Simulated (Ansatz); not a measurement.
SrO (rock salt, Fm-3m), PBE (plane waves, PAW; program Ansatz). The conduction-band minimum lies at X, with 3 equivalent valleys. Second derivatives d²E/dk² of the lowest band at one valley (eV·Å²), along Cartesian directions:

| direction | d²E/dk² |
|---|---|
| [100] | 6.214 |
| [010] | 18.72 |
| [001] | 18.72 |
| [110] | 12.47 |
| [101] | 12.47 |
| [011] | 18.72 |

Q: Find the principal effective masses, the density-of-states mass and the conductivity mass.

A: Off-diagonal terms follow from H_xy = H[110] − (H_xx + H_yy)/2, and m*/mₑ = 7.620 eV·Å² over each eigenvalue: 0.41, 0.41, 1.2. One valley's DOS mass (m₁m₂m₃)^(1/3) = 0.59, conductivity mass 3/(Σ 1/mᵢ) = 0.52 mₑ.

Q: What effective density of states Nc follows at 300 K for parabolic valleys?

A: Nc = 2.509e19 × 3 × (0.59)^(3/2) ≈ 3.4e19 cm⁻³.

The cell was relaxed with PBE under the symmetry of its start. Spin–orbit coupling is left out wherever it is not named.

Potentials: the earlier of the program's two PAW sets.

Edges and masses are those of Kohn–Sham bands, whose gap is no quasiparticle gap.
